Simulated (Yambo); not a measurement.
Convergence of the G0W0 gap of Ca2H3Br

G0W0@PBEsol for Ca₂H₃Br (space group P-3m1, No. 164) in Yambo. Reference settings: 3×3×2 Γ-centred k mesh, bands 5 to 258 and a 7 Ry block in the screening, 258 bands in G with the Bruneval-Gonze terminator, plasmon pole fitted at 27.2 eV. The PBEsol gap A → (0, 0.333, -0.5) on this mesh is 1.54 eV; G0W0 gaps are taken between the same points.

| change from the reference | G0W0 gap A → (0, 0.333, -0.5) (eV) | shift of the valence edge (eV) | rough Yambo cost |
|---|---|---|---|
| reference settings | 3.36 | -0.90 | 1 |
| 98 bands in W, 98 bands in G | 3.30 | -0.50 | about 1/3 |
| 166 bands in W, 166 bands in G | 3.34 | -0.77 | within a factor of two |
| 98 bands in G | 3.32 | -0.76 | – |
| 166 bands in G | 3.35 | -0.87 | – |
| 120 bands in W | 3.35 | -0.71 | within a factor of two |
| 2 Ry block | 3.05 | -0.55 | within a factor of two |
| 3 Ry block | 3.11 | -0.62 | within a factor of two |
| 6 Ry block | 3.30 | -0.84 | within a factor of two |
| pole fitted at 40 eV | 3.37 | -0.93 | – |
| no random integration | 3.32 | -0.71 | – |
| 98 bands in G, no terminator | 3.33 | -0.27 | – |
| 166 bands in G, no terminator | 3.40 | -0.66 | – |
| no terminator | 3.41 | -0.81 | – |

The reference isn't shown to be the converged limit. Costs are rough (shared machines), scaled to the same edge states, and given only for runs that recompute the screening. In the run with 258 bands and a 7 Ry block, which covers more k points, the smallest G0W0 gap is 3.28 eV, A → A. The mesh misses a band edge: along a dense path the PBEsol gap is 1.38 eV against 1.54 eV on the mesh.

Spin-orbit coupling is included.

Geometry of the Materials Project entry, not relaxed at this level; primitive cell a = 3.9029 Å, b = 3.9029 Å, c = 6.8535 Å, α = 90.00°, β = 90.00°, γ = 120.00°.

The structure is a Materials Project entry; no match was found in the copy of COD used, and its stability was not checked.

A shift is the quasiparticle energy of the state minus its PBEsol energy.
